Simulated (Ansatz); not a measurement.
KAs$_{2}$Rh$_{2}$:
```xyz
5
Lattice="-1.9982 1.9982 6.7227 1.9982 -1.9982 6.7227 1.9982 1.9982 -6.7227" Properties=species:S:1:pos:R:3 pbc="T T T"
K      0.0000     0.0000     0.0000
As     0.0000     0.0000     8.7092
As     0.0000     0.0000     4.7361
Rh     0.0000     1.9982     3.3613
Rh     1.9982     0.0000     3.3613
```

Relaxed with r²SCAN. Special points in fractions of this cell's reciprocal vectors: Γ (0.000, 0.000, 0.000); X (0.000, 0.000, 0.500); P (0.250, 0.250, 0.250); N (0.000, 0.500, 0.000); M (0.500, 0.500, -0.500); S (0.272, 0.728, -0.272); S0 (-0.272, 0.272, 0.272); R (-0.044, 0.044, 0.500); G (0.500, 0.500, -0.044).

**Question.** List the band energies nearest the Fermi level at these points for r²SCAN (plane waves, PAW; program Ansatz).

**Answer.** In eV from the Fermi level; about four levels below and three above (degenerate sets whole), none deeper than 8.9 eV; points with the same levels are listed once.

| k | below | above |
|---|---|---|
| Γ | -1.52 -0.59 -0.59 -0.16 | 2.04 2.46 2.58 2.58 |
| X | -2.00 -2.00 -1.64 -1.60 | 0.36 0.39 4.56 |
| P | -2.00 -2.00 -1.62 -1.62 | 0.37 0.37 4.91 |
| N | -3.03 -3.00 -2.55 -2.28 | 0.94 0.97 1.56 |
| M | -0.55 -0.55 -0.28 -0.16 | 2.70 2.70 3.77 |
| S | -3.05 -3.05 -2.95 -2.60 -2.09 | 0.58 1.44 1.53 |
| R | -2.09 -2.01 -1.44 -1.42 | 0.36 0.46 4.62 |

Space group I4/mmm. The workflow started from a Materials Project entry (that database holds measured and hypothetical structures alike); the Crystallography Open Database copy checked does not list it. Its standing as an ambient phase is unchecked. Symmetry was held in the r²SCAN relaxation; whether a distortion lowers the energy is not shown. No spin polarisation was allowed. Scalar-relativistic: spin–orbit coupling is off unless named, which matters more the heavier the elements.

Potentials: the later of the program's two PAW sets.
